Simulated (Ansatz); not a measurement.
## A trial form of Cs2Ba

Computed with Ansatz 0.2.0, DFT PBE, scalar-relativistic, plane waves, PAW. Cutoff 420 eV, Gaussian smearing, Γ-centred meshes. Cell and atoms relax first on a coarse mesh and then on a finer one. In between, the cell is made exact in the group found at 0.06 Å. In metals the finer mesh still leaves noise of several meV/atom or more. The steps can't lower the symmetry of their start. No spin polarisation.

The guess for Cs2Ba was made by a generator: random cell by space group and Wyckoff sites (Fm-3m, No. 225). Its size is a rough estimate.

```
CELL_PARAMETERS angstrom
0.00000 4.14420 4.14420
4.14420 0.00000 4.14420
4.14420 4.14420 0.00000
ATOMIC_POSITIONS crystal
Cs 0.75000 0.75000 0.75000
Cs 0.25000 0.25000 0.25000
Ba 0.00000 0.00000 0.00000
```

Formation energies are uncorrected and refer to the elements' standard structures at the same level.

**Question.** Describe the relaxed structure.

**Answer.** The symmetry stays Fm-3m (No. 225). The end has the fluorite type. The volume per atom grows by 159.6 %, from 47.4 to 123.2 Å³. The shortest distance goes from 3.59 Å (Cs–Ba) to 4.93 Å (Cs–Ba). The energy falls by about 0.70 eV/atom (the start's value is from the coarse mesh). Conventional cell: a = 11.391 Å. Around Cs lie 4 Ba at 4.93 Å and 6 Cs at 5.70 Å; around Ba lie 8 Cs at 4.93 Å.

```cif
data_structure
_symmetry_space_group_name_H-M 'Fm-3m'
_symmetry_Int_Tables_number 225
_cell_length_a 11.3906
_cell_length_b 11.3906
_cell_length_c 11.3906
_cell_angle_alpha 90.000
_cell_angle_beta 90.000
_cell_angle_gamma 90.000
_cell_volume 1477.89
loop_
_atom_site_label
_atom_site_type_symbol
_atom_site_symmetry_multiplicity
_atom_site_Wyckoff_symbol
_atom_site_fract_x
_atom_site_fract_y
_atom_site_fract_z
_atom_site_occupancy
Cs1 Cs 8 c 0.25000 0.25000 0.75000 1
Ba1 Ba 4 a 0.00000 0.00000 0.00000 1
```

**Question.** Give its energy and gap.

**Answer.** The formation energy is +0.39 eV/atom. The gap on the 8×8×8 mesh of the 3-atom cell is 0 eV (a metal).

It can't be a ground state, since the elements alone are lower.

The last run used Gaussian smearing of 0.10 eV. The cell is a metal run without spin; a magnetic state may lie lower. A structure relaxed within its symmetry needn't be a true minimum.
